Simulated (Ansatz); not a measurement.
**Collinear states of VMo$_{3}$**

Theory: Ansatz 0.2.0, DFT r2SCAN, scalar-relativistic, plane waves, PAW.

```
Mo V
1.0
     3.96047    0.00000    0.00000
     0.00000    3.96047    0.00000
     0.00000    0.00000    3.96047
Mo V
3 1
Direct
  0.00000 0.50000 0.50000
  0.50000 0.00000 0.50000
  0.50000 0.50000 0.00000
  0.00000 0.00000 0.00000
```

| Quantity | Value |
| --- | --- |
| plane-wave cutoff | 500 eV |
| Γ-centred k-mesh | 12×12×12 |
| occupation rule | Gaussian smearing, 0.1 eV |
| list of starting moments (μB, in atom order) | 0 0 0 3.5 |
| check for lower electronic states after the SCF | off |

All runs keep this geometry, which isn't relaxed for the lowest state (largest force there 0.000 eV/Å, pressure -1.2 GPa) and needn't be a stable compound; relaxing each order can shift differences of a few meV. r2SCAN tends to overstate moments in metals, so a weak moment here may be absent in the real material. Site moments are spin moments in atom-centred spheres that scale with the neighbour distance. The states are those that the runs reached from these starts; a lower one can exist. No antiferromagnetic start is among these.

Starts tried: no spin; large parallel starting moments. Which state comes out lowest, and what are the moments?

The lowest state is ferromagnetic, reached from the start “large parallel starting moments”, with site moments (μB) Mo +0.09 (×3), V +1.15.

```tsv
start	ends	energy above lowest (meV/atom)	site moments (μB)	gap on mesh (eV)	P (GPa)
no spin	non-magnetic	6.69	none over 0.05	metal	-2.7
large parallel starting moments	ferromagnetic	0.00	Mo +0.09 (×3), V +1.15	metal	-1.2
```

Cost: 2 runs of about 2.2 core-minutes in all, on Arm Neoverse V2 (shared hosts).